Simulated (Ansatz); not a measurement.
Data:

TaS2:
```
TaS2
1.0
    5.82017     0.00000     0.00000
    0.00000     6.18738     0.00000
    0.00000     0.00000     3.35004
Ta S
2 4
Direct
  0.00000   0.00000   0.00000
  0.50000   0.50000   0.50000
  0.26715   0.31807   0.00000
  0.76715   0.18193   0.50000
  0.23285   0.81807   0.50000
  0.73285   0.68193   0.00000
```

This is the PBE-relaxed structure.

### Question
All from plane-wave PAW PBE (Ansatz code), unless another level is named. Estimate the electronic character.

### Answer
metallic (no gap).

### Question
Next, the formation energy from the elements (no fitted shifts)?

### Answer
-0.89 eV/atom.

### Question
Give the density of states at the Fermi level.

### Answer
0.52 states/eV per atom (mean over ±0.08 eV).

Space group Pnnm. A made-up cell: these elements were put on the sites of a structure type; neither database checked (COD, Materials Project) lists it. It is not the phase usual at ambient conditions (space group No. 164). The PBE relaxation kept the symmetry of its start; its stability against distortions is not shown here. The run is not spin-polarised. The references are the lowest solids computed at this level, not always the standard phases. Spin–orbit coupling is left out wherever it is not named.

Potentials: the later of the program's two PAW sets.
